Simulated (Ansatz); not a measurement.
An Ansatz (a quantum-chemistry and plane-wave program) run. Input:

Ansatz 0.2 input:
```yaml
crystal:
  lattice:
    - [0.0, 2.846538983, 2.846538983]
    - [2.846538983, 0.0, 2.846538983]
    - [2.846538983, 2.846538983, 0.0]
  atoms:
    - { symbol: Zn, position: [0.0, 0.0, 0.0] }
    - { symbol: Zn, position: [0.25, 0.25, 0.25] }
kpoints:
  mp_grid: { grid: [26, 26, 26] }
hamiltonian:
  xc: r2scan
  pseudopotentials: { azcp: { folder: ./paw }, kind: paw }
scf:
  occupations: { method: fermi_dirac, width: 0.1 }
elastic: { mode: relaxed_ion, stencil: two_point, amplitude: 0.005, f_tol: 0.0005 }
```

Output (shortened):

```
Pseudopotential: Zn, paw, valence charge 12
Functional definition: r2SCAN
Crystal: 2 atoms, lattice volume = 46.130 Å³
Basis set: ecut = 500 eV, 1211 PW (Γ), exchange–correlation on 120×120×120 points (64 copies of the dense FFT grid, shifted against one another)
Bands: 16, of which v1, the nominal top of the filled ones, is band 12 counted from 1 (11 counted from 0)
Symmetry: 48 space group operations
Space group: Fd-3m (ITA 227), of the structure as read, at distance tolerance 3.6e-5 Å
k-points: 511 of 17576
SCF 1 converged in 12 iterations: F = -6650.233344 eV  dr2 = 4.43e-15
Crystal: 2 atoms, lattice volume = 46.130 Å³
SCF 2 converged in 2 iterations: F = -6650.233344 eV  dr2 = 2.28e-15
Crystal: 2 atoms, lattice volume = 45.899 Å³
Basis set: ecut = 500 eV, 1195 PW (Γ), exchange–correlation on 120×120×120 points (64 copies of the dense FFT grid, shifted against one another)
Symmetry: 16 space group operations
k-points: 1330 of 17576
SCF 3 converged in 10 iterations: F = -6650.233306 eV  dr2 = 7.56e-14
Crystal: 2 atoms, lattice volume = 46.360 Å³
Basis set: ecut = 500 eV, 1227 PW (Γ), exchange–correlation on 120×120×120 points (64 copies of the dense FFT grid, shifted against one another)
SCF 4 converged in 9 iterations: F = -6650.233216 eV  dr2 = 7.69e-16
Crystal: 2 atoms, lattice volume = 46.129 Å³
Basis set: ecut = 500 eV, 1215 PW (Γ), exchange–correlation on 120×120×120 points (64 copies of the dense FFT grid, shifted against one another)
Symmetry: 8 space group operations
k-points: 2471 of 17576
SCF 5 converged in 12 iterations: F = -6650.233241 eV  dr2 = 2.43e-14
relax step   1: F+E_penalty+E_count = -6650.23324053 eV  Δ(F+E_penalty+E_count) = +0.000e0 eV  max|allowed force component| = 3.239e-2 eV/Å  Δτ_max = 0.0000 Å  (12 SCF iters, accepted)
Crystal: 2 atoms, lattice volume = 46.129 Å³
SCF 6 converged in 11 iterations: F = -6650.233321 eV  dr2 = 5.22e-15
relax step   2: F+E_penalty+E_count = -6650.23332090 eV  Δ(F+E_penalty+E_count) = -8.037e-5 eV  max|allowed force component| = 2.222e-2 eV/Å  Δτ_max = 0.0015 Å  (11 SCF iters, accepted)
Crystal: 2 atoms, lattice volume = 46.129 Å³
SCF 7 converged in 11 iterations: F = -6650.233392 eV  dr2 = 1.55e-14
relax step   3: F+E_penalty+E_count = -6650.23339236 eV  Δ(F+E_penalty+E_count) = -7.146e-5 eV  max|allowed force component| = 4.558e-6 eV/Å  Δτ_max = 0.0032 Å  (11 SCF iters, accepted)
Crystal: 2 atoms, lattice volume = 46.129 Å³
SCF 8 converged in 2 iterations: F = -6650.233392 eV  dr2 = 9.42e-15
Crystal: 2 atoms, lattice volume = 46.129 Å³
SCF 9 converged in 12 iterations: F = -6650.233241 eV  dr2 = 2.54e-14
relax step   1: F+E_penalty+E_count = -6650.23324053 eV  Δ(F+E_penalty+E_count) = +0.000e0 eV  max|allowed force component| = 3.239e-2 eV/Å  Δτ_max = 0.0000 Å  (12 SCF iters, accepted)
Crystal: 2 atoms, lattice volume = 46.129 Å³
SCF 10 converged in 11 iterations: F = -6650.233392 eV  dr2 = 4.73e-14
relax step   2: F+E_penalty+E_count = -6650.23339236 eV  Δ(F+E_penalty+E_count) = -1.518e-4 eV  max|allowed force component| = 2.005e-6 eV/Å  Δτ_max = 0.0047 Å  (11 SCF iters, accepted)
Crystal: 2 atoms, lattice volume = 46.129 Å³
SCF 11 converged in 2 iterations: F = -6650.233392 eV  dr2 = 3.26e-14
SCF converged after 2 iterations
Free energy (F): -6650.233344 eV
Harris-Foulkes:  -6650.233344 eV  (|F-HF|=1.82e-12)
Internal energy: -6650.205522 eV  (E = F + TS)
E sigma→0 (E₀):  -6650.219433 eV
Entropy (-TS):   -0.027822 eV (-13.911 meV/atom)
Fermi energy:    5.599994 eV
--- Per-component energies (eV) ---
  E_band       = -30.416444
  E_kinetic    = 290.579259
  E_local      = -4309.183144  (includes V_loc(G=0)·N_el)
  E_nonlocal   = 1643.811500
  E_hartree    = 1650.473270
  E_xc         = -137.503276
  E_vxc        = -100.613488  (∫ρ·V_xc dr)
  E_paw        = -3826.023232  (= ΣΔE_a)
  E_vpaw       = -861.851736  (= ΣTr[D̂ρ^β])
  E_aug_tail   = 0.000144  (compensation charges beyond the density's cutoff)
  E_vtau       = 5.894482  (kinetic-family band-sum trace: ∫τ·v_τ [+ j·A + Jᵃ·Aᵃ] dr)
  E_ewald      = -1961.994810
  E_core_change = -0.365234  (= ΣΔE_core)
  E_smearing   = -0.027822  (= −TS)
  E_closure    = 0.000000  (closes the sum)
  Σ components = -6650.233344   (vs F -6650.233344, Δ=0.00e0)
--- Forces (eV/Å), atoms counted from 1 ---
  atom   1  Zn     0.00000000     0.00000000     0.00000000
  atom   2  Zn     0.00000000     0.00000000     0.00000000
  max |Σ_I F_I| component: 2.78e-17 eV/Å
--- Stress (GPa, compression-positive) ---
       -0.031369       0.000000       0.000000
        0.000000      -0.031369       0.000000
        0.000000       0.000000      -0.031369
  P = ⅓ Tr σ = -0.0314 GPa (-0.314 kbar)
--- Band table (eV; the first three rows and the last of 511) ---
  k-point 0: bands = ["-2.5754", "-2.3422", "-2.3422", "-2.3422", "-2.2982", "-2.2982", "-1.6619", "-1.6619", "-1.6619", "-1.4291", "-1.4291", "11.3056", "11.3056", "11.3056", "12.8172", "12.8172"]
  k-point 1: bands = ["-2.5574", "-2.3498", "-2.3498", "-2.3418", "-2.2888", "-2.2888", "-1.6629", "-1.6629", "-1.6602", "-1.4286", "-1.4286", "10.9094", "11.2213", "11.2213", "12.9143", "12.9143"]
  k-point 2: bands = ["-2.5051", "-2.3636", "-2.3636", "-2.3401", "-2.2696", "-2.2696", "-1.6657", "-1.6657", "-1.6538", "-1.4270", "-1.4270", "10.1222", "11.0180", "11.0180", "12.9962", "13.1517"]
  k-point 510: bands = ["-2.4671", "-2.4671", "-2.1771", "-2.1771", "-1.9440", "-1.9440", "-1.8246", "-1.8246", "-1.3300", "-1.3300", "2.6067", "2.6067", "5.4966", "5.4966", "14.2153", "14.2153"]
--- Elastic constants: 2 strain directions × 2 members + reference (group order 48) ---
  dense FFT box of the reference and of every strained cell: 30×30×30
  strains applied: 11, 23; error gains: componentwise 1.00 (the most a stress slope's error grows in a printed constant), spectral 1.73 (1 for all six strains …
  C = ∂σ_k/∂η_j (tension-positive GPa; Voigt order 11 22 33 23 13 12):
        23.274     39.391     39.391      0.000      0.000      0.000
        39.391     23.274     39.391      0.000      0.000      0.000
        39.391     39.391     23.274      0.000      0.000      0.000
         0.000      0.000      0.000    -13.460      0.000      0.000
         0.000      0.000      0.000      0.000    -13.460      0.000
         0.000      0.000      0.000      0.000      0.000    -13.460
  reference stress σ⁰ (GPa):      0.031      0.031      0.031      0.000      0.000      0.000
  moduli (Voigt/Reuss/Hill, GPa): K = 34.02/34.02/34.02   G = -11.30/-10.61/-10.96   E = -36.82   ν = 0.680
  mechanically stable: NO (min eigenvalue of sym C = -16.12 GPa)
  strain η (Voigt 11):  stress-route row diagonal C_11 = 23.27 GPa, energy-path curvature d²(F+E_count+ΔE)/dδ²/Ω₀ = 23.28 GPa
         δ    σ_11 (GPa)             F (eV)   n_scf  n_hpsi   n_pw
    -5.000e-3      -0.0854       -6650.2333056      10  563553   1203   relax 0 steps, max|allowed force component| 2.22e-16 eV/Å
     5.000e-3       0.1473       -6650.2332158       9  511472   1227   relax 0 steps, max|allowed force component| 2.22e-16 eV/Å
  strain η (Voigt 23):  stress-route row diagonal C_44 = -13.46 GPa, energy-path curvature d²(F+E_count+ΔE)/dδ²/Ω₀ = -13.47 GPa
         δ    σ_23 (GPa)             F (eV)   n_scf  n_hpsi   n_pw
    -5.000e-3       0.0673       -6650.2333924       2  432660   1215   relax 3 steps, max|allowed force component| 4.56e-6 eV/Å
     5.000e-3      -0.0673       -6650.2333924       2  432401   1215   relax 2 steps, max|allowed force component| 2.00e-6 eV/Å
```

Cost: roughly 24 core-minutes on shared cores.

The start of the workflow was typed in or built on a structure type; neither database checked (COD, Materials Project) lists it. It is not the phase usual at ambient conditions (space group No. 194). Symmetry was held in the r²SCAN relaxation. At this level the phase is mechanically unstable. As this level gives no gap, shear constants depend on the k-mesh and smearing (Fermi–Dirac, 0.1 eV here).

Potentials: the earlier of the program's two PAW sets.

Ansatz is a plane-wave DFT program.
